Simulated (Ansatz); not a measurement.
Structure: a free-standing Janus 2H monolayer of SnOS, at its r2SCAN minimum. The sheet's in-plane cell has a = 3.327 Å, b = 3.327 Å (γ = 120.0°), and its outermost atoms lie 2.77 Å apart along the normal. Around Sn lie 3 O at 2.21 Å and 3 S at 2.55 Å; around O lie 3 Sn at 2.21 Å; around S lie 3 Sn at 2.55 Å.

```cif
data_structure
_symmetry_space_group_name_H-M 'P 1'
_symmetry_Int_Tables_number 1
_cell_length_a 3.3272
_cell_length_b 3.3272
_cell_length_c 29.5066
_cell_angle_alpha 90.000
_cell_angle_beta 90.000
_cell_angle_gamma 120.000
_cell_volume 282.88
loop_
_atom_site_label
_atom_site_type_symbol
_atom_site_fract_x
_atom_site_fract_y
_atom_site_fract_z
_atom_site_occupancy
Sn1 Sn 0.33333 0.66667 0.31171 1
O1 O 0.66667 0.33333 0.34867 1
S1 S 0.66667 0.33333 0.25467 1
```
The sheet repeats along a and b alone.

The questions ask for values computed with the PAW code Ansatz on this geometry. These are computed values for a non-magnetic cell that may be hypothetical; none is a measurement.

**Question.** What gap does PBE give, and where are the band edges?

**Answer.** PBE gives no gap: the lowest nominally empty band dips 0.06 eV below the top of the last filled one (its bottom at K–Γ (0.90 of the way from K), the top at Γ), so the cell is a metal or semimetal at this level.

**Question.** How does the gap change from PBE to LDA (12×12×1)?

**Answer.** With LDA the bands overlap by 0.06 eV (counted from 1, band 13 peaks at Γ and band 14 bottoms out at Γ–M (0.17 of the way from Γ)): no gap.

**Question.** Estimate the gap with PBE+SOC on 12×12×1.

**Answer.** With PBE+SOC the valence top at Γ and the conduction bottom at K–Γ (0.90 of the way from K) reach the same energy, so the least gap is zero; the least direct gap is 0.02 eV.

**Question.** Estimate the gap with r2SCAN on 12×12×1.

**Answer.** With r2SCAN the gap closes, the bands meeting at Γ.

**Question.** Roughly how does the cost of the PBE+SOC run (12×12×1) compare with r2SCAN's (12×12×1)?

**Answer.** About 2.2 times as much (2.5 core-minutes against 70 core-seconds, on 4 threads of Arm Neoverse N1 (shared host)).

Only the levels marked +SOC include spin-orbit coupling.

For some runs the program warns that the potential is rough where the density is thin, which bears on empty states near the vacuum.
